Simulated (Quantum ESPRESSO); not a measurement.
Al2InGaAs4 (made-up cell) (calculated)

Computed with Quantum ESPRESSO 7.5. Calculation on a made-up crystal cell, not a measurement: periodic Kohn-Sham density functional theory in plane waves with PseudoDojo standard norm-conserving scalar-relativistic pseudopotentials, each functional with its own files (v0.5 for PBE, v0.4.1 for LDA and PBEsol), no spin polarisation, no spin-orbit coupling, atoms not relaxed, stress positive in tension, energies less a fixed whole-eV offset for each atom's element; levels are Kohn-Sham levels at fractions of this cell's reciprocal vectors, counted from the reference band (half the neutral cell's valence electrons, rounded up) at Gamma; error bars cover cutoff and k-mesh only, not smearing or the files; added strain carries the atoms with the cell, and shear is the tensor component; each bar is the largest change over components, and at least 0.002 eV, 0.002 eV per angstrom or 0.02 GPa; energies are for the whole cell, and the offsets were chosen from early runs and are not element reference energies.

```xyz
8
Lattice="5.7012 -0.0342 0.0089 -0.0342 5.7533 0.0334 0.0089 0.0334 5.8869" Properties=species:S:1:pos:R:3 formula=Al2InGaAs4 lattice_type=zincblende/diamond functional=pbe cutoff=1143 fermi_dirac_smearing=0.025 scf_tolerance=1e-07 electrons_removed=0 k_mesh=4_x_4_x_4,shifted_by_half_a_step
Ga    -0.0355     0.0424     0.0036
In     0.0183     2.8496     2.9597
Al     2.7838     0.0106     2.9300
Al     2.7537     2.8570     0.0765
As     1.4665     1.5203     1.5471
As     1.3491     4.3350     4.4524
As     4.3186     1.3808     4.4143
As     4.3294     4.2471     1.5333
```

Units: cutoff, fermi_dirac_smearing, scf_tolerance in eV.

Atoms:
```tsv
atoms element	atom site
Ga	1
In	2
Al	3
Al	4
As	5
As	6
As	7
As	8
```

**Q.** Estimate the stress yz of Al2InGaAs4 (made-up cell).
**A.** 1.878 GPa

**Q.** What pressure does the calculation give for Al2InGaAs4 (made-up cell)?
**A.** 3.855 GPa

**Q.** Al2InGaAs4 (made-up cell): stress zz?
**A.** -3.056 GPa

Further results for Al2InGaAs4 (made-up cell):

* stress xx: -4.37 GPa
* stress yy: -4.139 GPa
* stress xz: 0.6218 GPa
* stress xy: -0.1261 GPa
* error bar stress: 0.02 GPa
* error bar force: 0.002 eV/Å
* error bars from: tighter rerun of a related cell

Forces:
```tsv
site	x (eV/Å)	y (eV/Å)	z (eV/Å)
1	0.4262	-0.3016	0.3477
2	-0.319	0.381	0.6357
3	0.9133	-0.5499	0.2423
4	1.215	0.4892	-0.8523
5	0.5247	-1.93	-1.407
6	1.12	0.9211	1.091
7	-1.97	-0.3633	1.03
8	-1.911	1.354	-1.088
```
